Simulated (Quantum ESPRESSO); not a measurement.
# Sc2Nb6: finding a planted mistake in a log

Computed values, not a measurement. The program is pw.x of Quantum ESPRESSO 7.5 (plane-wave density functional theory). The cell is made up: eight metal atoms on a hexagonal close-packed lattice, with elements, volume, strain and displacements drawn at random and not relaxed, so it may be unstable or far from any real phase. PseudoDojo standard norm-conserving files set the functional (PBE unless stated); there is no spin polarisation or spin-orbit coupling, the Fermi-Dirac width of 0.25 eV means electrons at about 2900 K, and the masses in the input are unused placeholders. A spin test at this wide smearing found no moment, but such smearing suppresses magnetism that the real alloy may have.

Intended input:

```
&control calculation='scf', pseudo_dir='./dojo.nc.sr.pbe.v0_5.standard.upf', outdir='./o', disk_io='minimal', tprnfor=.true., tstress=.true. /
&system ibrav=0, nat=8, ntyp=2, nbnd=68, ecutwfc=82.02448710, nosym=.true., tot_charge=0,
 occupations='smearing', smearing='fd', degauss=0.0183746611
/
&electrons conv_thr=1.470e-08, electron_maxstep=70, mixing_beta=0.5 /
ATOMIC_SPECIES
Nb 1.0 Nb.upf
Sc 1.0 Sc.upf
CELL_PARAMETERS angstrom
-3.0248 0.0015 0.0309
0.0466 5.3134 -4.877
0.0517 -5.3015 -4.8641
ATOMIC_POSITIONS angstrom
Sc -0.1329 -0.1212 0.0178
Nb 0.1116 1.5936 -2.447
Nb 0.2026 -0.0044 -4.9171
Nb 0.0891 1.7207 -7.2804
Nb -1.3842 -0.8603 -2.4012
Sc -1.4792 -2.7511 -4.9087
Nb -1.5859 -0.7663 -7.0077
Nb -1.4076 2.5611 -4.7416
K_POINTS automatic
8 3 3 1 1 1
```

The log is shortened where brackets say so; the opening notice, blank lines, dates and the lines on written files are dropped, and the path of the files is cut. It prints rydbergs, bohrs and kilobars, and counts compression as positive stress. Its total energy is the free energy E - TS of the whole cell.

Log of the intended run:

```
     Program PWSCF v.7.5
     Parallel version (MPI & OpenMP), running on       4 processor cores
     Number of MPI processes:                 4
     Threads/MPI process:                     1
     [start-up lines left out]
     bravais-lattice index     =            0
     lattice parameter (alat)  =       5.7163  a.u.
     unit-cell volume          =    1055.2167 (a.u.)^3
     number of atoms/cell      =            8
     number of atomic types    =            2
     number of electrons       =       100.00
     number of Kohn-Sham states=           68
     kinetic-energy cutoff     =      82.0245  Ry
     charge density cutoff     =     328.0979  Ry
     scf convergence threshold =      1.5E-08
     mixing beta               =       0.5000
     number of iterations used =            8  plain     mixing
     Exchange-correlation= PBE
                           (   1   4   3   4   0   0   0)
     [axes and pseudopotential details left out]
   Cartesian axes
     site n.     atom                  positions (alat units)
         1        Sc     tau(   1) = (  -0.0439345  -0.0400667   0.0058844  )
         2        Nb     tau(   2) = (   0.0368931   0.5268172  -0.8089368  )
         3        Nb     tau(   3) = (   0.0669761  -0.0014546  -1.6255101  )
         4        Nb     tau(   4) = (   0.0294550   0.5688343  -2.4067771  )
         5        Nb     tau(   5) = (  -0.4575931  -0.2844006  -0.7937961  )
         6        Sc     tau(   6) = (  -0.4889985  -0.9094671  -1.6227332  )
         7        Nb     tau(   7) = (  -0.5242717  -0.2533258  -2.3166271  )
         8        Nb     tau(   8) = (  -0.4653287   0.8466563  -1.5674927  )
     number of k points=    36  Fermi-Dirac smearing, width (Ry)=  0.0184
                       cart. coord. in units 2pi/alat
        k(    1) = (  -0.0635673  -0.0001571  -0.1041535), wk =   0.0555556
        k(    2) = (  -0.0613555   0.1900777   0.1031249), wk =   0.0555556
     [further k points left out]
     Dense  grid:   105957 G-vectors     FFT dimensions: (  36,  80,  80)
     Estimated max dynamical RAM per process >     288.39 MB
     Estimated total dynamical RAM >       1.05 GB
     Initial potential from superposition of free atoms
     starting charge      99.9808, renormalised to     100.0000
     Starting wfcs are   80 randomized atomic wfcs
     total cpu time spent up to now is        4.1 secs
     per-process dynamical memory:   211.9 Mb
     Self-consistent Calculation
     iteration #  1     ecut=    82.02 Ry     beta= 0.50
     Davidson diagonalization with overlap
     ethr =  1.00E-02,  avg # of iterations =  2.9
     total cpu time spent up to now is       11.9 secs
     total energy              =    -939.59772182 Ry
     estimated scf accuracy    <       2.35132819 Ry
     iteration #  2     ecut=    82.02 Ry     beta= 0.50
     Davidson diagonalization with overlap
     ethr =  2.35E-03,  avg # of iterations =  8.5
     total cpu time spent up to now is       22.9 secs
     total energy              =    -939.31148048 Ry
     estimated scf accuracy    <      21.39052724 Ry
     [iterations 3 to 20 left out]
     iteration # 21     ecut=    82.02 Ry     beta= 0.50
     Davidson diagonalization with overlap
     ethr =  3.50E-10,  avg # of iterations =  4.4
     total cpu time spent up to now is      166.4 secs
     total energy              =    -940.88562348 Ry
     estimated scf accuracy    <       0.00000024 Ry
     iteration # 22     ecut=    82.02 Ry     beta= 0.50
     Davidson diagonalization with overlap
     ethr =  2.37E-10,  avg # of iterations =  2.0
     total cpu time spent up to now is      172.9 secs
     End of self-consistent calculation
     [lines on levels left out]
!    total energy              =    -940.88562350 Ry
     estimated scf accuracy    <          7.9E-09 Ry
     smearing contrib. (-TS)   =      -0.16432821 Ry
     internal energy E=F+TS    =    -940.72129530 Ry
     The total energy is F=E-TS. E is the sum of the following terms:
     one-electron contribution =    -186.57980758 Ry
     hartree contribution      =     139.81910921 Ry
     xc contribution           =    -189.11840572 Ry
     ewald contribution        =    -704.84219121 Ry
     convergence has been achieved in  22 iterations
     Forces acting on atoms (cartesian axes, Ry/au):
     atom    1 type  2   force =     0.01138621   -0.02186388    0.02779486
     atom    2 type  1   force =    -0.00557517    0.01526408   -0.01090966
     atom    3 type  1   force =    -0.00295954    0.01071040    0.04894080
     atom    4 type  1   force =     0.00098730    0.03737340    0.00498021
     atom    5 type  1   force =    -0.00493923   -0.03072994   -0.01648328
     atom    6 type  2   force =     0.00913468    0.01728585    0.01997102
     atom    7 type  1   force =    -0.00436036   -0.02632989   -0.06252975
     atom    8 type  1   force =    -0.00367389   -0.00171003   -0.01176419
     Total force =     0.111817     Total SCF correction =     0.000484
     Computing stress (Cartesian axis) and pressure
          total   stress  (Ry/bohr**3)                   (kbar)     P=       28.23
   0.00012974   0.00001860   0.00006995           19.09        2.74       10.29
   0.00001860   0.00007836   0.00000846            2.74       11.53        1.25
   0.00006995   0.00000846   0.00036766           10.29        1.25       54.08
     init_run     :      3.84s CPU      4.05s WALL (       1 calls)
     electrons    :    167.97s CPU    168.84s WALL (       1 calls)
     forces       :      1.14s CPU      1.16s WALL (       1 calls)
     stress       :      3.82s CPU      3.82s WALL (       1 calls)
     [timing details left out]
     PWSCF        :   2m56.85s CPU   2m57.96s WALL
     JOB DONE.
```

A second run was made from an input with one planted mistake. Its log:

```
     Program PWSCF v.7.5
     Parallel version (MPI & OpenMP), running on       4 processor cores
     Number of MPI processes:                 4
     Threads/MPI process:                     1
     [start-up lines left out]
     bravais-lattice index     =            0
     lattice parameter (alat)  =       5.7163  a.u.
     unit-cell volume          =    1055.2167 (a.u.)^3
     number of atoms/cell      =            8
     number of atomic types    =            2
     number of electrons       =       100.00
     number of Kohn-Sham states=           68
     kinetic-energy cutoff     =      82.0245  Ry
     charge density cutoff     =     328.0979  Ry
     scf convergence threshold =      1.5E-08
     mixing beta               =       0.5000
     number of iterations used =            8  plain     mixing
     Exchange-correlation= PBE
                           (   1   4   3   4   0   0   0)
     [axes and pseudopotential details left out]
   Cartesian axes
     site n.     atom                  positions (alat units)
         1        Sc     tau(   1) = (  -0.0439345  -0.0400667   0.0852243  )
         2        Nb     tau(   2) = (   0.0368931   0.5268172  -0.8089368  )
         3        Nb     tau(   3) = (   0.0669761  -0.0014546  -1.6255101  )
         4        Nb     tau(   4) = (   0.0294550   0.5688343  -2.4067771  )
         5        Nb     tau(   5) = (  -0.4575931  -0.2844006  -0.7937961  )
         6        Sc     tau(   6) = (  -0.4889985  -0.9094671  -1.6227332  )
         7        Nb     tau(   7) = (  -0.5242717  -0.2533258  -2.3166271  )
         8        Nb     tau(   8) = (  -0.4653287   0.8466563  -1.5674927  )
     number of k points=    36  Fermi-Dirac smearing, width (Ry)=  0.0184
                       cart. coord. in units 2pi/alat
        k(    1) = (  -0.0635673  -0.0001571  -0.1041535), wk =   0.0555556
        k(    2) = (  -0.0613555   0.1900777   0.1031249), wk =   0.0555556
     [further k points left out]
     Dense  grid:   105957 G-vectors     FFT dimensions: (  36,  80,  80)
     Estimated max dynamical RAM per process >     288.39 MB
     Estimated total dynamical RAM >       1.05 GB
     Initial potential from superposition of free atoms
     starting charge      99.9808, renormalised to     100.0000
     Starting wfcs are   80 randomized atomic wfcs
     total cpu time spent up to now is        4.2 secs
     per-process dynamical memory:   219.8 Mb
     Self-consistent Calculation
     iteration #  1     ecut=    82.02 Ry     beta= 0.50
     Davidson diagonalization with overlap
     ethr =  1.00E-02,  avg # of iterations =  2.9
     total cpu time spent up to now is       12.5 secs
     total energy              =    -939.53551621 Ry
     estimated scf accuracy    <       2.43495450 Ry
     iteration #  2     ecut=    82.02 Ry     beta= 0.50
     Davidson diagonalization with overlap
     ethr =  2.43E-03,  avg # of iterations =  7.6
     total cpu time spent up to now is       24.2 secs
     total energy              =    -938.72710907 Ry
     estimated scf accuracy    <      29.91223996 Ry
     [iterations 3 to 21 left out]
     iteration # 22     ecut=    82.02 Ry     beta= 0.50
     Davidson diagonalization with overlap
     ethr =  6.45E-11,  avg # of iterations =  5.3
     total cpu time spent up to now is      184.4 secs
     total energy              =    -940.88485157 Ry
     estimated scf accuracy    <       0.00000008 Ry
     iteration # 23     ecut=    82.02 Ry     beta= 0.50
     Davidson diagonalization with overlap
     ethr =  6.45E-11,  avg # of iterations =  1.3
     total cpu time spent up to now is      190.8 secs
     End of self-consistent calculation
     [lines on levels left out]
!    total energy              =    -940.88485158 Ry
     estimated scf accuracy    <          6.0E-09 Ry
     smearing contrib. (-TS)   =      -0.16413094 Ry
     internal energy E=F+TS    =    -940.72072064 Ry
     The total energy is F=E-TS. E is the sum of the following terms:
     one-electron contribution =    -187.08603971 Ry
     hartree contribution      =     140.06650806 Ry
     xc contribution           =    -189.11935027 Ry
     ewald contribution        =    -704.58183872 Ry
     convergence has been achieved in  23 iterations
     Forces acting on atoms (cartesian axes, Ry/au):
     atom    1 type  2   force =     0.00562607   -0.02655493   -0.03163931
     atom    2 type  1   force =    -0.00793157    0.00876523   -0.00604305
     atom    3 type  1   force =    -0.00373558    0.01031222    0.04996184
     atom    4 type  1   force =     0.00298792    0.04767772    0.01345680
     atom    5 type  1   force =     0.00006900   -0.02256995    0.00893445
     atom    6 type  2   force =     0.00951413    0.01608056    0.01862530
     atom    7 type  1   force =    -0.00261154   -0.03357136   -0.04022290
     atom    8 type  1   force =    -0.00391843   -0.00013948   -0.01307313
     Total force =     0.105911     Total SCF correction =     0.000253
     Computing stress (Cartesian axis) and pressure
          total   stress  (Ry/bohr**3)                   (kbar)     P=       27.82
   0.00011396   0.00001426   0.00006468           16.76        2.10        9.52
   0.00001426   0.00007366   0.00001687            2.10       10.84        2.48
   0.00006468   0.00001687   0.00037974            9.52        2.48       55.86
     init_run     :      3.95s CPU      4.11s WALL (       1 calls)
     electrons    :    182.18s CPU    186.62s WALL (       1 calls)
     forces       :      1.15s CPU      1.17s WALL (       1 calls)
     stress       :      3.74s CPU      3.74s WALL (       1 calls)
     [timing details left out]
     PWSCF        :   3m11.07s CPU   3m15.74s WALL
     JOB DONE.
```

Question: the log repeats what the program read. Compare it with the intended run: what was wrong in the second input?

Answer: one coordinate of one atom is wrong. The input lines that differ:

```
- Sc -0.1329 -0.1212 0.0178
+ Sc -0.1329 -0.1212 0.2578
```

|  | intended run | run with the mistake |
| --- | --- | --- |
| free energy (eV) | -12801.401 | -12801.391 |
| entropy term -TS, part of it (eV) | -2.236 | -2.233 |
| pressure (GPa) | 2.82 | 2.78 |
| size of the largest force component (eV/Å) | 1.608 | 1.285 |
| largest change of a force component (eV/Å) |  | 1.528 |
| iterations | 22 | 23 |

For scale, a rerun of the intended cell at a higher cutoff and on a denser mesh moved values by no more than 0.004 eV in energy, 0.08 GPa in stress and 0.014 eV/Å in force, and a second program with other atomic files agreed on that cell to 2 % rms in force and 0.5 GPa in pressure.